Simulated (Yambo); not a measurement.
```xyz
5
Lattice="4.5121 0.0000 0.0000 -2.2560 3.9076 0.0000 0.0000 0.0000 5.2830" Properties=species:S:1:pos:R:3 pbc="T T T"
C      0.0000     0.0000     3.2759
C      0.0000     0.0000     2.0071
Na     0.0000     2.6051     3.8043
Na     2.2560     1.3025     1.4787
Pd     0.0000     0.0000     0.0000
```

Na2PdC2 (space group P-3m1, No. 164): mean Im ε in 1 eV windows above the direct gap of 1.64 eV, for different electron-hole kernels (Yambo, broadening 0.15 eV, norm-conserving PBEsol (Quantum ESPRESSO, 88 Ry, without SOC) bands; 6×6×4 mesh, 8 valence and 7 conduction bands, static screening with 55 bands and a 3 Ry block, scissor 0.77 eV, Tamm-Dancoff; field along x).

| window (eV) | independent quasiparticles | RPA (no attraction) | BSE |
|---|---|---|---|
| 1.6 to 2.6 | 2.4 | 1.7 | 4.5 |
| 2.6 to 3.6 | 5.2 | 3.7 | 5.2 |
| 3.6 to 4.6 | 4.1 | 4.0 | 2.6 |
| 4.6 to 5.6 | 1.7 | 2.0 | 1.5 |
| 5.6 to 6.6 | 1.6 | 1.7 | 1.7 |
| 6.6 to 7.6 | 1.5 | 1.5 | 2.2 |

This run doesn't resolve bound excitons or single peaks, so only averages are given, and they too depend on the mesh; weight that the attraction moves below the gap isn't listed. All transitions below 8.55 eV are in the band window. The scissor comes from a G0W0 run whose convergence isn't established.

Spin-orbit splittings are left out.

Geometry of the Materials Project entry, not relaxed at this level.

The structure is a Materials Project entry; no match was found in the copy of COD used, and its stability was not checked.
